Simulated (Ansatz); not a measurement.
Level of theory: Ansatz, DFT PBE, scalar-relativistic, plane waves, PAW, and for the lanthanide a 4f-in-core norm-conserving potential. Settings: cutoff 660 eV, Γ-centred meshes spaced at most about 0.3 Å⁻¹, and about 0.25 Å⁻¹ or finer for metals (2π included), Gaussian smearing. No spin polarisation in the final relaxations.

Temperature and zero-point effects are left out. All come from trial cells, and lower structures may exist.

Question: These unrelaxed guesses for NdS5 are each relaxed within their symmetry. Order them by the energy at which they end, lowest first.
A.

Space group P6/mmm (No. 191). a = 6.059 Å, b = 6.059 Å, c = 5.053 Å, α = 90.00°, β = 90.00°, γ = 120.00°
| atom | site | symmetry | x | y | z |
| --- | --- | --- | --- | --- | --- |
| Nd | 1a | 6/mmm | 0.0000 | 0.0000 | 0.0000 |
| S | 2c | -6m2 | 0.3333 | 0.6667 | 0.0000 |
| S | 3g | mmm | 0.5000 | 0.0000 | 0.5000 |

B.

Space group R32:H (No. 155). a = 6.146 Å, b = 6.146 Å, c = 16.694 Å, α = 90.00°, β = 90.00°, γ = 120.00°
```
atom  site  symmetry       x       y       z
  Nd    3b        32  0.6667  0.3333  0.8333
   S    9d        .2  0.6594  0.0000  0.0000
   S    6c        3. 0.3333  0.6667  0.8345
```

C.

Space group F-43m (No. 216). a = 8.194 Å, b = 8.194 Å, c = 8.194 Å, α = 90.00°, β = 90.00°, γ = 90.00°
| atom | site | symmetry | x | y | z |
| --- | --- | --- | --- | --- | --- |
| Nd | 4a | -43m | 0.0000 | 0.0000 | 0.0000 |
| S | 4d | -43m | 0.2500 | 0.2500 | 0.7500 |
| S | 16e | .3m | 0.3762 | 0.1238 | 0.1238 |

Answer: B (ends in R-3m, 0 meV/atom), A (ends in P6/mmm, 0.47 eV/atom), C (ends in F-43m, 0.51 eV/atom).

No dispersion correction is applied, so the spacing and binding between layers, chains or molecules are poorly described (P6/mmm), and this can change margins and order among such cells. In R-3m, P6/mmm, F-43m an odd number of valence electrons (the lanthanide is held trivalent, its 4f shell in the core) allows no gap without spin; another valence of the lanthanide, a larger cell or a magnetic state could open one. A magnetic state wasn't ruled out in cells without spin, among them R-3m, P6/mmm, F-43m. Cells relaxed within their symmetry can be saddle points. Some types were kept out of the candidates beforehand, so the set may lack a known form.

The lanthanide is trivalent by construction, without f bands, f moments or other valences.
